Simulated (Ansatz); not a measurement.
Relaxed-ion elastic tensor of AlIr (CsCl type, Pm-3m) in GPa (Voigt order), plane-wave PAW LDA (Ansatz code); density 13.90 g/cm³, 13.09 Å³ per atom.

```
355  210  210  0.0  0.0  0.0
210  355  210  0.0  0.0  0.0
210  210  355  0.0  0.0  0.0
0.0  0.0  0.0  141  0.0  0.0
0.0  0.0  0.0  0.0  141  0.0
0.0  0.0  0.0  0.0  0.0  141
```

**Question.** Is the crystal mechanically stable?

**Answer.** Yes: the smallest eigenvalue of C is 141 GPa.

**Question.** Work out the Voigt, Reuss and Hill averages.

**Answer.** K_V = 259, K_R = 259, K_H = 259; G_V = 114, G_R = 102, G_H = 108 GPa.

**Question.** Give Young's modulus, Poisson's ratio, Pugh's ratio and the universal anisotropy index.

**Answer.** E = 9KG/(3K + G) = 284 GPa; ν = 0.32; K/G = 2.39 (ductile by the Pugh limit of 1.75); A_U = 5G_V/G_R + K_V/K_R − 6 = 0.55.

**Question.** Estimate the sound speeds and the Debye temperature.

**Answer.** v_l = √((K + 4G/3)/ρ) = 5380 m/s, v_t = √(G/ρ) = 2790 m/s, mean 3120 m/s; Θ = (h/k)(3n/4πV)^(1/3) v_m = 394 K.

**Question.** Give the Zener ratio and Young's modulus along [100], [110] and [111].

**Answer.** A = 2C44/(C11 − C12) = 1.94; 1/E = S11 − 2(S11 − S12 − S44/2)Γ with Γ = 0, 1/4, 1/3 gives 199, 298, 358 GPa.

**Question.** Solve the Christoffel equation for the three sound speeds along [100], [110], [111].

**Answer.** Eigenvalues of C_ijkl n_j n_l equal ρv². In km/s, slowest first: [100] 3.18, 3.18, 5.06; [110] 2.28, 3.18, 5.52; [111] 2.62, 2.62, 5.67.

The first step of the workflow began from a Materials Project structure, measured or hypothetical; the Crystallography Open Database copy checked does not list it. With Al and Ir taken as one species the cell has the higher symmetry Im-3m, so it may be an ordered model of a mixed-site phase. Whether it is the stable phase at ambient conditions was not checked. The LDA relaxation kept the symmetry of its start; of distortions, only those at the zone centre were tested. No spin polarisation was allowed. As this level gives no gap, shear constants depend on the k-mesh and smearing (Fermi–Dirac, 0.1 eV here). Scalar-relativistic: spin–orbit coupling is off unless named, which matters more the heavier the elements.

Potentials: the later of the program's two PAW sets.
